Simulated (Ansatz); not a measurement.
SiW: from a first guess to the relaxed rocksalt type

First guess:

```xyz
2
Lattice="0.0000 2.5369 2.5369 2.5369 0.0000 2.5369 2.5369 2.5369 0.0000" Properties=species:S:1:pos:R:3 pbc="T T T"
W     0.0000    0.0000    0.0000
Si    2.5369    2.5369    2.5369
```

These are results of DFT, PBE, PAW with Ansatz's default frozen-core files, scalar-relativistic in Ansatz 0.2.0, not measurements.

Cell and atoms relax within the symmetry of the start on a 14×14×14 k mesh with 0.05 eV Fermi–Dirac smearing.

The start is built from a prototype, known or not as a phase of this compound; the cutoff is 420 eV.

No spin–orbit coupling, which matters for the heavy atoms here.

Task: What is the pressure of the first guess?

Result: -5.08 GPa.

Task: What does it relax to?

Result: a = 5.026 Å, b = 5.026 Å, c = 5.026 Å, α = 90.00°, β = 90.00°, γ = 90.00° (conventional cell), 15.87 Å³ per atom:
```cif
data_structure
_symmetry_space_group_name_H-M 'Fm-3m'
_symmetry_Int_Tables_number 225
_cell_length_a 5.0257
_cell_length_b 5.0257
_cell_length_c 5.0257
_cell_angle_alpha 90.000
_cell_angle_beta 90.000
_cell_angle_gamma 90.000
_cell_volume 126.94
loop_
_atom_site_label
_atom_site_type_symbol
_atom_site_symmetry_multiplicity
_atom_site_Wyckoff_symbol
_atom_site_fract_x
_atom_site_fract_y
_atom_site_fract_z
_atom_site_occupancy
W1 W 4 a 0.00000 0.00000 0.00000 1
Si1 Si 4 b 0.50000 0.00000 0.00000 1
```

Task: How much energy does the relaxation release?

Result: 8 meV/atom.
